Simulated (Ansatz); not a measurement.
In plane-wave PAW PBEsol (Ansatz code), C in the tetragonal phase (P4_2/mmc; C on 2e, C on 4i) relaxes to a = 2.582 Å, c = 5.969 Å. C on 2e has 4 nearest neighbours from 1.53 Å (tetrahedral).

Electronic character: metallic (no gap).

An equation-of-state fit gives a bulk modulus of 332 GPa. The relaxed-ion elastic constants in GPa are C11 = 732, C12 = 51.8, C13 = 105, C33 = 1170, C44 = 76.9, C66 = 67.3. The elastic constants imply a Debye temperature near 1270 K. The highest mode at Γ lies at 1659 cm⁻¹.

The start of the workflow was typed in or built on a structure type; neither database checked (COD, Materials Project) lists it. It is not the phase usual at ambient conditions (space group No. 194, 227). The PBEsol relaxation kept the symmetry of its start; of distortions, only those at the zone centre were tested. As this level gives no gap, shear constants depend on the k-mesh and smearing (Fermi–Dirac, 0.1 eV here). As this level gives no gap, phonon frequencies hold no LO–TO term and depend on the k-mesh and smearing (Fermi–Dirac, 0.1 eV here).

Potentials: the later of the program's two PAW sets.
